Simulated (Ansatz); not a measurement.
Structure optimisation: gallium, hcp

The calculation used DFT, r2SCAN, plane waves (500 eV) with PAW, scalar-relativistic in Ansatz. The PAW files were generated under PBE, with cores re-solved for the functional.

k-point mesh 12×12×7, Fermi-Dirac smearing 0.1 eV, no spin polarisation. Cell and atoms relax.

Starting structure:

```yaml
crystal:
  lattice:
    - [3.0261186087, 0.0, 0.0]
    - [-1.5130593044, 2.62069559, 0.0]
    - [0.0, 0.0, 4.941651688]
  atoms:
    - { symbol: Ga, position: [0.3333333333, 0.6666666667, 0.25] }
    - { symbol: Ga, position: [0.6666666667, 0.3333333333, 0.75] }
hamiltonian:
  xc: r2scan
  pseudopotentials:
    kind: paw
    azcp:
      Ga: "pseudopotentials/Ga.paw.azcp"
basis:
  ecutwfc: 500
  fft_grid_basis: typed
kpoints:
  mp_grid: { grid: [12, 12, 7], shift: [0, 0, 0] }
magnetization:
  spin_polarized: false
scf:
  occupations: { method: fermi_dirac, width: 0.1 }
relax:
  max_steps: 60
  f_tol: 0.01
  cell: {}
```

Q: What cell does the relaxation end in?

A: P6_3/mmc with a = 2.976 Å, c = 4.698 Å (c/a = 1.579); 18.02 Å³ per atom against 19.59 at the start (-8.0 %).

Q: How much energy does the relaxation gain?

A: 23.3 meV per atom.

Path of the relaxation (the plane waves are chosen anew near the end, which can shift the energy a little):

```csv
step,E − E(final) (meV/atom),V (Å³/atom),P (GPa),max force (eV/Å)
0,23.32,19.595,-3.97,0.000
1,0.52,17.976,0.12,0.000
2,-0.15,17.988,0.08,0.000
3,-0.46,18.020,0.01,0.000
4,0.00,18.020,-0.02,0.000
```
